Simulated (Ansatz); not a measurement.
GaN (wurtzite)

```yaml
crystal:
  lattice:
    - [3.21838, 0.00000, 0.00000]
    - [-1.60919, 2.78720, 0.00000]
    - [0.00000, 0.00000, 5.24320]
  atoms:
    - { symbol: Ga, position: [0.66667, 0.33333, 0.00096] }
    - { symbol: Ga, position: [0.33333, 0.66667, 0.50096] }
    - { symbol: N, position: [0.66667, 0.33333, 0.62424] }
    - { symbol: N, position: [0.33333, 0.66667, 0.12424] }
```

The relaxed cell is deformed in two ways at once: its volume V is scaled, and at that volume it is stretched along z (the c axis of the conventional cell) so that c/a changes. Fractional atomic positions are held.

Level of theory: PBE (plane waves to 420 eV, PAW, scalar-relativistic; Ansatz, a program for electronic structure). k mesh 12×12×6 (Γ-centred), Fermi-Dirac smearing 0.05 eV. Compression counts positive. As the atoms are clamped, bonds stretch with the cell, which overstates energies and stresses. GaN was relaxed with its symmetry unable to fall.

Changes of σxx (GPa) from the point V/V₀ = 1.000, (c/a)/(c/a)₀ = 1.000 when one coordinate moves alone (two changes are said to add if the coupling is within 5 % of the smaller one, nearly so within 20 %):

| point | change |
|---|---|
| V/V₀ = 1.000, (c/a)/(c/a)₀ = 0.880 | -12.12 |
| V/V₀ = 1.000, (c/a)/(c/a)₀ = 0.940 | -6.60 |
| V/V₀ = 0.960, (c/a)/(c/a)₀ = 1.000 | 7.72 |
| V/V₀ = 0.980, (c/a)/(c/a)₀ = 1.000 | 3.65 |
| V/V₀ = 1.020, (c/a)/(c/a)₀ = 1.000 | -3.27 |
| V/V₀ = 1.040, (c/a)/(c/a)₀ = 1.000 | -6.21 |
| V/V₀ = 1.000, (c/a)/(c/a)₀ = 1.060 | 7.35 |
| V/V₀ = 1.000, (c/a)/(c/a)₀ = 1.120 | 15.19 |

Q: Do the two effects add at V/V₀ = 0.960, (c/a)/(c/a)₀ = 0.940? Give the computed change.

A: The sum of the single changes is 7.72 + (-6.60) = 1.12; the calculation gives 0.15, so the coupling contributes -0.97 (under 20 % of the smaller single change, nearly additive).

Q: Do the two effects add at V/V₀ = 0.960, (c/a)/(c/a)₀ = 0.880? Give the computed change.

A: The sum of the single changes is 7.72 + (-12.12) = -4.40; the calculation gives -6.27, so the coupling contributes -1.87 (over 20 % of the smaller single change, not additive).

Q: What is the change at V/V₀ = 1.020, (c/a)/(c/a)₀ = 0.880, where both move, and how far is it from the sum?

A: The sum of the single changes is -3.27 + (-12.12) = -15.39; the calculation gives -14.56, so the coupling contributes 0.83 (over 20 % of the smaller single change, not additive).

(A scan under strain: stresses follow from slopes of the energy per volume, elastic moduli from its curvatures.)
